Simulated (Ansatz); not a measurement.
# Structures of BiRu: which is lowest?

Plane-wave DFT in Ansatz with scalar-relativistic PAW potentials, cutoff 420 eV, Γ-centred meshes chosen by cell and gap, Gaussian smearing with energies taken to zero width. Every cell was relaxed (cell and atoms) in a run of its own, within the symmetry of its start. Functional: PBE.

Relaxed structures (starts from databases or built by putting these elements on another compound's sites):
A. P2_13, 8 atoms in the computed cell, a = 5.418 Å; sites (symmetry × multiplicity) Bi .3. × 4, Ru .3. × 4; start: built
B. Pm-3m, 2 atoms in the computed cell, a = 3.396 Å; sites (symmetry × multiplicity) Bi m-3m × 1, Ru m-3m × 1; start: built

Question: Rank them by energy. Could pressure change the order?

Answer:
| structure | group | E − E(lowest) (meV/atom) | V (Å³/atom) | gap on mesh (eV) |
| --- | --- | --- | --- | --- |
| A | P2_13 | 0.0 | 19.88 | 0.00 |
| B | Pm-3m | 31 | 19.58 | 0.00 |

A is lowest, 31 meV/atom under B. The two lowest differ in volume by under 3 %, too little for a first-order estimate of what pressure does to that pair (other pairs aren't weighed here); with rigid cells even 3 % in favour of the higher one would need about 8 GPa. Other structures may lie lower than all of these, and vibrations aren't counted.

Spin-orbit coupling is left out, which matters for the bands of heavy elements. For Tl, Pb and Bi spin-orbit coupling shifts energies too.